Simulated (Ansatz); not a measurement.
AlGaN2:
```
AlGaN2
1.0
    3.11530     0.00000     0.00000
    0.00000     3.11530     0.00000
    0.00000     0.00000     4.38426
Al Ga N
1 1 2
Cartesian
  1.55765   1.55765   2.19213
  0.00000   0.00000   0.00000
  1.55765   0.00000   3.24457
  0.00000   1.55765   1.13970
```

Relaxed with LDA. Special points in fractions of this cell's reciprocal vectors: Γ (0.000, 0.000, 0.000); X (0.000, 0.500, 0.000); M (0.500, 0.500, 0.000); Z (0.000, 0.000, 0.500); R (0.000, 0.500, 0.500); A (0.500, 0.500, 0.500).

Question: List the band energies nearest the valence-band maximum at these points for LDA (plane waves, PAW; program Ansatz).

Answer: In eV from the valence-band maximum; about four levels below and three above (degenerate sets whole), none deeper than 8.9 eV; points with the same levels are listed once.

```csv
k,below,above
Γ,-2.40 -2.40 -0.22 0.00 0.00,3.05 3.51 7.58
X,-3.04 -2.94 -1.00 -0.73,7.18 7.26 8.02
M,-2.37 -2.34 -2.34 -2.32,3.26 3.26 6.36
Z,-1.61 -1.61 -1.02 -1.02,5.31 5.44 8.03
R,-0.98 -0.89 -0.62 -0.60,5.32 6.69 9.20
A,-4.12 -3.35 -3.34 -3.34,6.17 6.17 9.02
```

Space group P-4m2. The workflow started from a Materials Project entry (that database holds measured and hypothetical structures alike); the Crystallography Open Database copy checked does not list it. With Al and Ga taken as one species the cell has the higher symmetry F-43m, so it may be an ordered model of a mixed-site phase. Its standing as an ambient phase is unchecked. Symmetry was held in the LDA relaxation; phonons on a q-mesh show no instability. Spin–orbit coupling is left out wherever it is not named.

Potentials: the later of the program's two PAW sets.
